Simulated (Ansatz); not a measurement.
Al$_{2}$Cu in space group I4/mcm (No. 140; Cu on 4a, Al on 8h) is relaxed with the program Ansatz at the PBEsol level (PAW). What lattice parameters of the conventional cell result?

a = 5.995 Å, c = 4.825 Å.

Give the free coordinates with the occupied sites.

In one choice of origin and axes:

```tsv
atom	site	symmetry	x	y	z
Cu	4a	422	0.0000	0.0000	0.2500
Al	8h	m.2m	0.3407	0.1593	0.0000
```

The cell was relaxed with PBEsol under the symmetry of its start. The run is not spin-polarised. Axis ratios of metals converge slowly with the k-mesh, so a and c are less sure than the volume.

Potentials: the earlier of the program's two PAW sets. The files were generated under PBE; for other functionals the program regenerates the frozen cores, and for LDA and PBEsol the local potential too.
